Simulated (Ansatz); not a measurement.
Stress against strain in TiRh₃

```yaml
crystal:
  lattice:
    - [3.82200, 0.00000, 0.00000]
    - [0.00000, 3.82200, 0.00000]
    - [0.00000, 0.00000, 3.82200]
  atoms:
    - { symbol: Ti, position: [0.00000, 0.00000, 0.00000] }
    - { symbol: Rh, position: [0.00000, 0.50000, 0.50000] }
    - { symbol: Rh, position: [0.50000, 0.00000, 0.50000] }
    - { symbol: Rh, position: [0.50000, 0.50000, 0.00000] }
```

Atom numbers follow the list: Ti1, Rh2, Rh3, Rh4.

Conventional cell: a = 3.822 Å, b = 3.822 Å, c = 3.822 Å, α = 90.00°, β = 90.00°, γ = 90.00°. Around Ti (atom 1) lie 12 Rh at 2.70 Å. Rh (atom 2) has 4 Ti at 2.70 Å and 8 Rh at 2.70 Å as nearest neighbours.

The geometry is COD entry 1537861, unchecked; take it as a test cell.

Spin polarisation is left out, and whether a magnetic state lies lower isn't shown here.

These are results of Ansatz 0.2.0, DFT, LDA, all-electron LAPW, scalar-relativistic, not measurements.

The runs use a Γ-centred 10×10×10 k mesh, Fermi–Dirac smearing of 0.03 eV, basis error target 1 meV/atom, no spin polarisation.

The strain is applied along the Cartesian axes of the cell as listed (the other components stay zero). Fractional coordinates are held (clamped ions).

σ is the change of stress from the unstrained cell, which is at -10.27 GPa; tension is positive, so slopes are stress–strain coefficients at that pressure. In a metal the k mesh adds noise.

Only quantities that a quadratic follows smoothly over the whole series are listed; rougher ones are left out.

```tsv
εzz	σzz (GPa)	σxx (GPa)
-0.0200	-7.54	-3.59
-0.0100	-3.64	-1.73
0.0000	0.00	0.00
0.0200	6.61	3.10
```

(1) Fit the series and read off the stiffness at zero strain.

(2) One run, at εzz = 0.0100, is withheld. Predict its row.

## Answers

(1) Least-squares fits y = p0 + p1 x + p2 x² to the rows give σzz (GPa): p1 = 354, p2 = -1200; σxx (GPa): p1 = 167, p2 = -620. So C11 = 354 GPa and C12 = 167 GPa, which gives B = (C11 + 2 C12)/3 = 229 GPa.

(2) The fits give 3.42, 1.61; the run gave 3.41, 1.61.
